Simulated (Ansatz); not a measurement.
Cs₂KYBr₆:
```cif
data_Br24Cs8K4Y4
_chemical_formula_sum 'K4 Cs8 Y4 Br24'
_space_group_name_H-M_alt 'Fm-3m'
_space_group_IT_number 225
_space_group_name_Hall '-F 4 2 3'
_cell_length_a 11.76982
_cell_length_b 11.76982
_cell_length_c 11.76982
_cell_angle_alpha 90.000
_cell_angle_beta 90.000
_cell_angle_gamma 90.000
loop_
_atom_site_label
_atom_site_type_symbol
_atom_site_symmetry_multiplicity
_atom_site_Wyckoff_symbol
_atom_site_fract_x
_atom_site_fract_y
_atom_site_fract_z
_atom_site_occupancy
K1 K 4 b 0.50000 0.50000 0.50000 1
Cs1 Cs 8 c 0.25000 0.25000 0.25000 1
Y1 Y 4 a 0.00000 0.00000 0.00000 1
Br1 Br 24 e 0.00000 0.00000 0.23607 1
```
(The calculation used a cell of 10 atoms; values per cell refer to that cell.)

Relaxed with r²SCAN.

### Question
Tabulate the valence density and the electron localisation function along the shortest K–Br contact (3.11 Å), the program Ansatz at the r²SCAN level (PAW).

### Answer


```
distance from K (Å)  density (e/Å³)   ELF
-------------------  --------------  ----
0.31                           4.09  0.75
0.47                           3.43  0.85
0.62                           2.32  0.88
0.78                           1.29  0.86
0.93                           0.62  0.77
1.09                           0.28  0.44
1.24                           0.14  0.10
1.40                           0.10  0.04
1.55                           0.11  0.10
1.71                           0.17  0.43
1.86                           0.27  0.73
2.02                           0.46  0.84
2.17                           0.73  0.88
2.33                           1.04  0.86
2.49                           1.18  0.70
2.64                           0.98  0.28
2.80                           0.54  0.02
```

The density is the valence pseudo-density with augmentation charge, so density and ELF within about 1 Å of a nucleus are not all-electron values.

The first step of the workflow began from a Materials Project structure, measured or hypothetical; the Crystallography Open Database copy checked does not list it. Its standing as an ambient phase is unchecked. The r²SCAN relaxation kept the symmetry of its start; its stability against distortions is not shown here. The run is not spin-polarised. Scalar-relativistic: spin–orbit coupling is off unless named, which matters more the heavier the elements.

Potentials: the later of the program's two PAW sets.
